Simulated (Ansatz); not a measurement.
Kick test of a cell of Zr₄InAs₃

The structure comes from a generated guess, relaxed at this level; another structure or a mixture of phases may lie lower.

All numbers below come from Ansatz 0.2.0, DFT PBE, scalar-relativistic, plane waves, PAW. Plane waves to 420 eV, a k mesh through Γ of 12×12×12 on the computed 8-atom cell and Gaussian smearing (0.10 eV); no spin polarisation.

The cell below (8 atoms, space group R-3m (No. 166)) is relaxed within its symmetry.

```
CELL_PARAMETERS angstrom
1.89511 1.09414 13.91531
-1.89511 1.09414 13.91531
0.00000 -2.18829 13.91531
ATOMIC_POSITIONS crystal
Zr 0.38669 0.38669 0.38669
Zr 0.12676 0.12676 0.12676
Zr 0.61331 0.61331 0.61331
Zr 0.87324 0.87324 0.87324
In 0.00000 0.00000 0.00000
As 0.24449 0.24449 0.24449
As 0.50000 0.50000 0.50000
As 0.75551 0.75551 0.75551
```

For the test it was strained at random (σ = 1.5 % a component), the atoms were moved at random (σ = 0.15 Å), and all was relaxed again on a coarse 6×6×6 mesh (in the run’s order of axes) with 0.20 eV smearing, with no symmetry imposed.

Question: Is the structure stable against such a distortion?

Answer: It returns, within 1 meV/atom of the unmoved cell on that mesh and with the same symmetry when read at 0.1 Å. No instability shows in this cell; modes of other wave vectors, which need another repeat, aren't tested.
